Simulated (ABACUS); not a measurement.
Consider a self-consistent single point of CsSnI3 (P4mm, 5 atoms in the cell; from Materials Project mp-614013, changed as shown).

```
CsSnI3
1.0
    6.28623     0.00000     0.00000
    0.00000     6.28623     0.00000
    0.00000     0.00000     6.28623
Cs Sn I
1 1 3
Direct
  0.50000   0.50000   0.50000
  0.00000   0.00000   0.00000
  0.50000   0.00000   0.00000
  0.00000   0.50000   0.00000
  0.00000   0.00000   0.50636
```

Method: PBEsol, PseudoDojo 0.4 standard norm-conserving PBEsol (tails mended) pseudopotentials (plane waves; ABACUS).

ABACUS settings:

- KPT: Gamma 4 4 4 0 0 0
- basis_type: pw
- dft_functional: PBESOL
- ecutwfc: 72 Ry
- smearing_method: gaussian
- smearing_sigma: 0.00367493 Ry
- potentials: PseudoDojo 0.4 standard norm-conserving PBEsol (tails mended)
- symmetry: 1
- ks_solver: dav_subspace
- scf_nmax: 100
- scf_thr: 1.0e-09 Ry
- mixing_type: broyden
- mixing_beta: 0.4

Results:

Number of valence electrons: 44
Number of bands: 32
Number of k-points after the program's reduction: 18
Number of plane waves (most at a k-point): 17368
Number of SCF iterations: 10
FFT grid: 72 × 72 × 72
Free energy E − TS: -3838.2339 eV
Top of the valence band (on the code's own zero): 3.65 eV
Gap on the k-point mesh: 0.43 eV
Pressure: -0.99 GPa
Largest force (vector length): 0.016 eV/Å

Forces (eV/Å):
| atom | Fx | Fy | Fz |
|---|---|---|---|
| Cs1 | 0.000 | 0.000 | 0.003 |
| Sn2 | 0.000 | 0.000 | -0.016 |
| I3 | 0.000 | 0.000 | 0.005 |
| I4 | 0.000 | 0.000 | 0.005 |
| I5 | 0.000 | 0.000 | 0.002 |

Stress (GPa, positive for compression):
```
-0.99   0.00   0.00
 0.00  -0.99   0.00
 0.00   0.00  -0.98
```

The gap is read on the k-point mesh of the run and can differ from the gap over the whole zone at this level.

For comparison: a first run was changed to give this one (atom 5 moved by +0.04 angstrom along z), and from it to this one the free energy hardly moves (within 1 meV/atom), the pressure stays at -0.99 GPa, the largest force goes from 0.000 to 0.016 eV/Å and the gap on the mesh hardly changes (0.423 to 0.431 eV).

Spin-orbit coupling is left out, which matters for bands and gaps with elements this heavy. The structure comes from a collection of computed structures, made at another level of theory; the collection holds predicted forms beside known ones.

Cost on one core: about 6 core-minutes (a rough figure).

“Tails mended”: in these copies of the files the far tail of each local potential was reset to the Coulomb form.
